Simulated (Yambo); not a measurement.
K2Se (anti-fluorite, space group Fm-3m, No. 225), G0W0@PBEsol in Yambo with this input:

```
rim_cut
gw0
dyson
el_el_corr
HF_and_locXC
ppa
em1d
RandQpts= 1000000
RandGvec= 1 Ry
EXXRLvcs= 86 Ry
VXCRLvcs= 344 Ry
Chimod= "HARTREE"
% BndsRnXp
 11 | 320 |
%
NGsBlkXp= 7 Ry
% LongDrXp
 1.0 | 1.0 | 1.0 |
%
PPAPntXp= 27.2114 eV
% GbndRnge
 1 | 320 |
%
GTermKind= "BG"
DysSolver= "n"
ExtendOut
```

On a 2×2×2 mesh, with wavefunctions cut at 86 Ry, the gap (X → Γ) is 3.975 eV and the valence edge shifts by -1.669 eV.

**Question.** What happens with this change: pole fitted at 55 eV?

**Answer.** The gap rises by 0.044 eV, to 4.019 eV; the shift of the valence edge becomes -1.758 eV. Neither run is shown to be the converged limit.

The standard potential for Se keeps a d shell in the valence without the s and p states of that shell. In tests on such compounds this moved G0W0 gaps by up to about 0.9 eV, so absolute quasiparticle energies here are unreliable; differences between settings are what counts.

Spin-orbit coupling is included.

Geometry relaxed with PBEsol; primitive cell a = b = c = 5.380 Å, α = β = γ = 60.00°.

A shift is the quasiparticle energy of the state minus its PBEsol energy.
